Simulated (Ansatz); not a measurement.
Input file for Ansatz (an electronic-structure program):

Ansatz 0.2 input:
```yaml
crystal:
  lattice:
    - [3.321407046, 0.0, 0.0]
    - [0.0, 3.321407046, 0.0]
    - [0.0, 0.0, 3.321407046]
  atoms:
    - { symbol: Sc, position: [0.5, 0.5, 0.5] }
    - { symbol: Au, position: [0.0, 0.0, 0.0] }
kpoints:
  mp_grid: { grid: [12, 12, 12] }
hamiltonian:
  xc: lda
  pseudopotentials: { kind: paw }
scf:
  occupations: { method: fermi_dirac, width: 0.1 }
phonons:
  method: dfpt
  response_accuracy: low
  eigenvectors: true
  rigid_motions: translations
```

Output (shortened):

```
Pseudopotential: Sc, paw, valence charge 11
Pseudopotential: Au, paw, valence charge 19
Functional definition: SPW92
Crystal: 2 atoms, lattice volume = 36.641 Å³
Basis set: ecut = 420 eV, 739 PW (Γ), exchange–correlation on 48×48×48 points (8 copies of the dense FFT grid, shifted against one another)
Bands: 19, of which v1, the nominal top of the filled ones, is band 15 counted from 1 (14 counted from 0)
Symmetry: 48 space group operations
k-points: 196 of 1728 (irreducible under 8 space group operations, time reversal used)
SCF iter   1: F=—  HF=-14955.710663 eV  |F-HF|=—  |Δ(HF+E_count)|=         —  Δρ=6.74e-3  dr2=1.16e-2  ethr=1.77e-3  ⟨swp⟩=4.1  Hψ=14459  notcnv=0
preconditioner: auto → none
SCF iter   2: F=—  HF=-14955.708248 eV  |F-HF|=—  |Δ(HF+E_count)|=   2.42e-3  Δρ=3.51e-3  dr2=3.24e-3  ethr=3.88e-5  ⟨swp⟩=1.8  Hψ=5691  notcnv=0
SCF iter   3: F=—  HF=-14955.707149 eV  |F-HF|=—  |Δ(HF+E_count)|=   1.10e-3  Δρ=2.41e-4  dr2=1.99e-5  ethr=1.08e-5  ⟨swp⟩=2.0  Hψ=5846  notcnv=0
SCF iter   4: F=—  HF=-14955.707148 eV  |F-HF|=—  |Δ(HF+E_count)|=   2.57e-7  Δρ=1.00e-4  dr2=3.39e-6  ethr=6.65e-8  ⟨swp⟩=2.0  Hψ=5155  notcnv=0
SCF iter   5: F=—  HF=-14955.707145 eV  |F-HF|=—  |Δ(HF+E_count)|=   2.92e-6  Δρ=2.50e-5  dr2=1.88e-7  ethr=1.13e-8  ⟨swp⟩=2.2  Hψ=5253  notcnv=0
SCF iter   6: F=—  HF=-14955.707149 eV  |F-HF|=—  |Δ(HF+E_count)|=   3.42e-6  Δρ=4.24e-6  dr2=5.55e-9  ethr=6.28e-10  ⟨swp⟩=2.1  Hψ=5774  notcnv=0
SCF iter   7: F=—  HF=-14955.707149 eV  |F-HF|=—  |Δ(HF+E_count)|=  5.35e-10  Δρ=2.66e-7  dr2=1.69e-11  ethr=1.85e-11  ⟨swp⟩=2.4  Hψ=6771  notcnv=0
SCF iter   8: F=-14955.707149 eV  HF=-14955.707149 eV  |F-HF|=7.28e-12  |Δ(HF+E_count)|=  3.64e-12  Δρ=3.45e-8  dr2=3.18e-13  ethr=1.00e-12  ⟨swp⟩=5.0  Hψ=14763  notcnv=0
SCF 1 converged in 8 iterations: F = -14955.707149 eV  dr2 = 3.18e-13
DFPT response loops at Γ: preconditioner auto → Kerker (q_TF=auto, 2.639 Å⁻¹) (partly filled bands, converged f_vac=0.000) …
SCF converged after 8 iterations
Free energy (F): -14955.707149 eV
Harris-Foulkes:  -14955.707149 eV  (|F-HF|=7.28e-12)
Internal energy: -14955.656256 eV  (E = F + TS)
E sigma→0 (E₀):  -14955.681702 eV
Entropy (-TS):   -0.050893 eV (-25.446 meV/atom)
Fermi energy:    16.294807 eV
--- Per-component energies (eV) ---
  E_band       = -401.975916
  E_kinetic    = 867.906364
  E_local      = -2720.638075  (includes V_loc(G=0)·N_el)
  E_nonlocal   = 162.982575
  E_hartree    = 1088.283396
  E_xc         = -332.463366
  E_vxc        = -406.992210  (∫ρ·V_xc dr)
  E_paw        = -10331.421023  (= ΣΔE_a)
  E_vpaw       = -481.802571  (= ΣTr[D̂ρ^β])
  E_aug_tail   = 0.001243  (compensation charges beyond the density's cutoff)
  E_ewald      = -3691.135010
  E_core_change = 0.827640  (= ΣΔE_core)
  E_smearing   = -0.050893  (= −TS)
  E_closure    =  0.000000  (closes the sum)
  Σ components = -14955.707149   (vs F -14955.707149, Δ=0.00e0)
  [band-id]    e_kinetic+e_local+e_nonlocal+2·e_hartree+e_vxc+e_vpaw+e_augmentation_tail = -401.975881   (vs E_band -401.975916, Δ=3.45e-5)
--- Band table (eV; the first three rows and the last of 196) ---
  k-point 0: bands = ["-90.1974", "-41.4753", "-41.4753", "-41.4753", "-33.1202", "-11.9416", "-11.9416", "-11.9416", "7.8694", "10.0947", "10.0947", "11.7911", "11.7911", "11.7911", "17.1616", "17.1616", "19.3144", "19.3144", "19.3144"]
  k-point 1: bands = ["-90.1974", "-41.4767", "-41.4752", "-41.4752", "-33.1189", "-11.9561", "-11.9408", "-11.9408", "7.9887", "10.1259", "10.1630", "11.7671", "11.7671", "11.8057", "17.0963", "17.1662", "19.0715", "19.0715", "19.2811"]
  k-point 2: bands = ["-90.1973", "-41.4805", "-41.4749", "-41.4749", "-33.1151", "-11.9956", "-11.9388", "-11.9388", "8.3323", "10.2138", "10.3637", "11.7025", "11.7025", "11.8461", "16.9159", "17.1008", "18.5608", "18.5608", "19.1899"]
  k-point 195: bands = ["-90.1963", "-41.4918", "-41.4918", "-41.4918", "-33.0676", "-12.1016", "-12.1016", "-12.1016", "10.6783", "10.6783", "10.6783", "12.7394", "12.7394", "14.6516", "14.6516", "14.6516", "17.7515", "19.7199", "19.7199"]
--- Phonons (Γ-DFPT): 2 representative perturbations + reference, on 196 of 1728 k-points (Σ response iterations 5) ---
  ASR residual: 1.928e-3 → 0.000e0 eV/Å²; symmetrization residual: 2.528e-5 eV/Å²
  ASR residual per site (eV/Å²): 1.93e-3 1.56e-4
  Γ frequencies (cm⁻¹): 0.00 0.00 0.00 156.12 156.12 156.12
  non-analytic LO–TO correction: not included (Born effective charges unavailable; polar crystals: no LO–TO splitting at Γ)
```

Cost: around 19 core-seconds (rough) on shared cores.

Space group Pm-3m (CsCl type). The first step of the workflow began from a Materials Project structure, measured or hypothetical; the Crystallography Open Database files this formula in space group No. 221, but the cells were not matched. Its standing as an ambient phase is unchecked. Symmetry was held in the LDA relaxation; of distortions, only those at the zone centre were tested. The run is not spin-polarised. As this level gives no gap, phonon frequencies hold no LO–TO term and depend on the k-mesh and smearing (Fermi–Dirac, 0.1 eV here). Scalar-relativistic: spin–orbit coupling is off unless named, which matters more the heavier the elements.

Potentials: the later of the program's two PAW sets.

Ansatz is a plane-wave DFT program.
